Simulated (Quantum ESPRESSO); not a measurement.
```
CELL_PARAMETERS angstrom
      0.00000     2.26607     2.26607
      2.26607     0.00000     2.26607
      2.26607     2.26607     0.00000
ATOMIC_POSITIONS crystal
  B  0.00000 0.00000 0.00000
  P  0.25000 0.25000 0.25000
```
The geometry is a computed Materials Project entry, not a measured one. It is BP in F-43m. Stability against distortions was not tested.

With PBE (σ by GIPAW in a modified build of Quantum ESPRESSO; JTH PAW datasets, 20 Ha):

| quantity | PBE |
|---|---|
| σ_iso B (ppm) | 123.9 |
| σ_iso P (ppm) | 433.3 |

These are absolute shieldings with no macroscopic susceptibility term; δ = σ_ref − σ needs a reference computed alike. By our sweeps, such settings leave a few ppm in absolute σ. No d partial waves on P: the paramagnetic term there is incompletely reconstructed.

**Question.** What does the LDA, on its own JTH datasets and the same geometry, give?

**Answer.** 
```
quantity         LDA  LDA − PBE
-------------  -----  ---------
σ_iso B (ppm)  121.2       -2.7
σ_iso P (ppm)  417.2      -16.1
```
